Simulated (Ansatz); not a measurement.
Li:
```
CELL_PARAMETERS angstrom
      0.00000     2.94949     2.94949
      2.94949     0.00000     2.94949
      2.94949     2.94949     0.00000
ATOMIC_POSITIONS crystal
  Li 0.25000 0.25000 0.25000
  Li 0.00000 0.00000 0.00000
```

Relaxed with PBE.

**Question.** List the phonon frequencies at the special points (DFPT on a 4×4×4 q-mesh, Fourier-interpolated; plane-wave PAW PBE (Ansatz code)).

**Answer.** In cm⁻¹.

```tsv
q	frequencies
Γ	0 0 0 301 301 301
X	226i 226i 172 172 364 364
U	224i 212i 127 220 356 361
K	224i 212i 127 220 356 361
L	163i 163i 156i 288 354 354
W	220i 220i 183 183 358 358
```

Space group Fd-3m (diamond). The cell is a constructed one: a structure type filled with these elements; neither database checked (COD, Materials Project) lists it. It is not the phase usual at ambient conditions (space group No. 229). The cell was relaxed with PBE under the symmetry of its start. At this level the phase is dynamically unstable (imaginary phonons). As this level gives no gap, phonon frequencies hold no LO–TO term and depend on the k-mesh and smearing (Fermi–Dirac, 0.1 eV here).

Potentials: the later of the program's two PAW sets.
